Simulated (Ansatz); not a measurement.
Method: PBE, no spin polarisation; PAW, plane waves to 420 eV, 5×5×5 Γ-centred mesh, cold occupations (width 0.0186 eV) (Ansatz 0.2.0), atoms fixed.

Computed maps in the lattice plane spanned by b (left to right, 6.03 Å, 18 points from zero) and c (bottom to top, 7.78 Å, 24 points from zero), 69° apart, at height 0.267 along a. The fields are smooth PAW ones with compensation charges, not the true ones near nuclei.

Valence density. Digits on a logarithmic scale: 0 up to 0.03 e/Å³, each further digit a factor of 1.6, 9 from 1.3 e/Å³ up:
```
357887653225999732
357777764312588522
457743776421133322
457863676431001123
567887776531000123
567888776431000124
567777665421000124
567777654321100023
467776543212332113
346776542124786312
234555432125999731
112344321015999951
001122211003899962
000000000000479952
000000000000034531
111000000000001111
332210000000000112
444431000000000123
556543200000000124
567664310001100124
567765421024531124
567776431148995223
467776532159999423
457887542149999722
```

ELF. Ten even steps from '0' (0.00) to '9' (0.95):
```
368887653003656500
256522677400366300
357300289830000000
468700199972000002
578872399984000024
778887689984100136
888777667752000146
899766543310000036
899987532100010015
799999752001564002
389999863003656500
047999863003632630
002577642000654650
000012210000156630
000000000000002200
243100000000000000
688741000000000013
899986200000000136
999998620000000137
899999840000000136
889988750002310025
688776640026662003
578865421026446101
368886421006425400
```

**Question.** The cell is Na$_{2}$P$_{3}$. Which atoms lie within 0.2 Å of this plane, and where (fractions of b and c)?

**Answer.** Na at (0.75, 0.50), P at (0.27, 0.86), Na at (0.71, 0.00). The whole cell:
```
CELL_PARAMETERS angstrom
-4.37592 0.00000 4.14159
4.37592 0.00000 4.14159
0.00000 6.58188 4.14159
ATOMIC_POSITIONS crystal
Na 0.75000 0.25000 0.50000
Na 0.25000 0.75000 0.50000
P 0.12460 0.12460 0.14240
P 0.26700 0.26700 0.85760
P 0.87540 0.87540 0.85760
P 0.73300 0.73300 0.14240
P 0.85650 0.85650 0.28700
P 0.14350 0.14350 0.71300
Na 0.71227 0.28773 0.00000
Na 0.28773 0.71227 0.00000
```

Origin: a known structure type with other elements, at an estimated volume, so it need not be a known compound. Caveats: atoms or cell far from equilibrium.
